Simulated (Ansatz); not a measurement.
BP:
Space group Pnma (No. 62); a = 6.210 Å, b = 3.193 Å, c = 5.325 Å, α = 90.00°, β = 90.00°, γ = 90.00°

```
atom  site  symmetry       x       y       z
----  ----  --------  ------  ------  ------
B       4c       .m.  0.1620  0.2500  0.3984
P       4c       .m.  0.3386  0.2500  0.1069
```

Relaxed with LDA.

Q: Give the optical modes at the zone centre with their infrared and Raman activity from DFPT, the program Ansatz at the LDA level (PAW).

A: Transverse frequencies, without the LO–TO term; a row sums one degenerate level.

```csv
ω (cm⁻¹),degeneracy,IR ((D/Å)²/amu),Raman (Å⁴/amu),activity,symmetry
119,1,0.00,10,Raman,Ag
186,1,0.00,0.96,Raman,B3g
229,1,0.00,30,Raman,B1g
237,1,0.00,0,silent,Au
357,1,0.05,0,IR,B1u
387,1,0.00,160,Raman,Ag
400,1,0.00,110,Raman,B2g
458,1,0.21,0,IR,B3u
526,1,0.00,87,Raman,B2g
569,1,1.60,0,IR,B1u
617,1,0.00,3000,Raman,Ag
640,1,4.46,0,IR,B3u
653,1,0.00,0.50,Raman,B2g
735,1,0.00,0,silent,Au
738,1,0.00,15,Raman,B1g
785,1,3.99,0,IR,B2u
791,1,0.00,410,Raman,B3g
815,1,0.01,0,silent,B3u
855,1,0.00,2.2,Raman,B2g
882,1,1.94,0,IR,B1u
928,1,0.00,1800,Raman,Ag
```

Q: How high does the top mode go among those that the LO–TO term moves?

A: 648 cm⁻¹ for q along x, 791 cm⁻¹ for q along y, 884 cm⁻¹ for q along z.

The start of the workflow was typed in or built on a structure type; neither database checked (COD, Materials Project) lists it. It is not the phase usual at ambient conditions (space group No. 216). The cell was relaxed with LDA under the symmetry of its start; phonons on a q-mesh show no instability. The volume moved by 22 % from the start of the relaxation. A crystal of weakly bound layers computed without a dispersion correction: the cell and the soft elastic constants depend strongly on that.

Potentials: the later of the program's two PAW sets.
